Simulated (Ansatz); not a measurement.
W: one atom moved along a line

These are results of Ansatz 0.2.0, DFT PBEsol, scalar-relativistic, plane waves, PAW, not measurements. The runs took a 420 eV cutoff, a Γ-centred 14×14×14 mesh and Gaussian smearing (0.15 eV). Spin–orbit coupling is left out, which can shift energies with elements as heavy as these. No spin polarisation. Energies are free energies at this smearing, counted from the undisturbed cell; pressure is positive in compression.

Zero of the scan (relaxed at this level; this fcc form isn't the usual structure):

```xyz
8
Lattice="-3.9980 3.9980 0.0000 -3.9980 0.0000 3.9980 0.0000 3.9980 3.9980" Properties=species:S:1:pos:R:3 pbc="T T T"
W     0.0000    0.0000    0.0000
W    -1.9990    1.9990    0.0000
W    -1.9990    0.0000    1.9990
W     0.0000    1.9990    1.9990
W    -3.9980    1.9990    1.9990
W    -1.9990    3.9980    1.9990
W    -1.9990    1.9990    3.9980
W    -3.9980    3.9980    3.9980
```

Atom 1 (W) is moved by x along the Cartesian unit vector (0.000, 0.000, 1.000); the cell and all other atoms stay fixed. The cell is metallic on the mesh throughout.

```tsv
x (Å)	ΔE (meV/cell)	force along x on the moved atoms (eV/Å)	pressure (GPa)
-0.1000	59.2	1.16	0.3
-0.0333	6.7	0.40	0.1
0.0000	0.0	0.00	0.0
0.0667	26.6	-0.79	0.2
```